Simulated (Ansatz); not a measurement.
Relaxed-ion elastic tensor of Cu$_{2}$O in space group Fd-3m (No. 227; O on 8b, Cu on 16d) in GPa (Voigt order), r²SCAN (plane waves, PAW; program Ansatz); density 3.24 g/cm³, 24.47 Å³ per atom.

```
57.9  58.9  58.9   0.0   0.0   0.0
58.9  57.9  58.9   0.0   0.0   0.0
58.9  58.9  57.9   0.0   0.0   0.0
 0.0   0.0   0.0  -1.7   0.0   0.0
 0.0   0.0   0.0   0.0  -1.7   0.0
 0.0   0.0   0.0   0.0   0.0  -1.7
```

Is the crystal mechanically stable?

No: the smallest eigenvalue of C is -1.7 GPa.

The start of the workflow was typed in or built on a structure type; neither database checked (COD, Materials Project) lists it. It is not the phase usual at ambient conditions (space group No. 224). The r²SCAN relaxation kept the symmetry of its start. At this level the phase is mechanically unstable. The workflow began spin-polarised and lost its moments. No Hubbard U is applied.

Potentials: the later of the program's two PAW sets.
